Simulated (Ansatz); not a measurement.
ZnNi$_{2}$O$_{4}$ in space group I4_1/a (No. 88; Zn on 4a, Ni on 8d, O on 16f), PBE (plane waves, PAW; program Ansatz), all energies at zero smearing, with the estimated change up to a 700 eV cutoff added, with one set of potentials and settings (totals compare only within such a set). Cell of 14 atoms (2 Zn, 4 Ni, 8 O): -34530.401 eV.

```
element                             reference phase  E (eV/atom)
-------  ------------------------------------------  -----------
Zn                        C2/m, 3 atoms in the cell   -3319.0295
Ni       Fm-3m, 1 atoms in the cell, spin-polarised   -5839.7239
O         C2/m, 4 atoms in the cell, spin-polarised    -565.0000
```

Formation energy per atom, worked out: (-34530.401 − 2×(-3319.0295) − 4×(-5839.7239) − 8×(-565.0000))/14 = -0.961 eV/atom (-93 kJ per mol of atoms), at 0 K, without zero-point energy or fitted corrections.

The first step of the workflow began from a Materials Project structure, measured or hypothetical; the Crystallography Open Database copy checked does not list it. Its standing as an ambient phase is unchecked. Symmetry was held in the PBE relaxation; whether a distortion lowers the energy is not shown. Spin order of the final state: ferromagnetic, chosen from 3 collinear starts compared on coarse meshes (ties went to the first, and starts can fall back to one state), not a proven ground state. No Hubbard U is applied. The references are the lowest solids computed at this level, not always the standard phases (solids in place of the gases).

Potentials: the later of the program's two PAW sets.
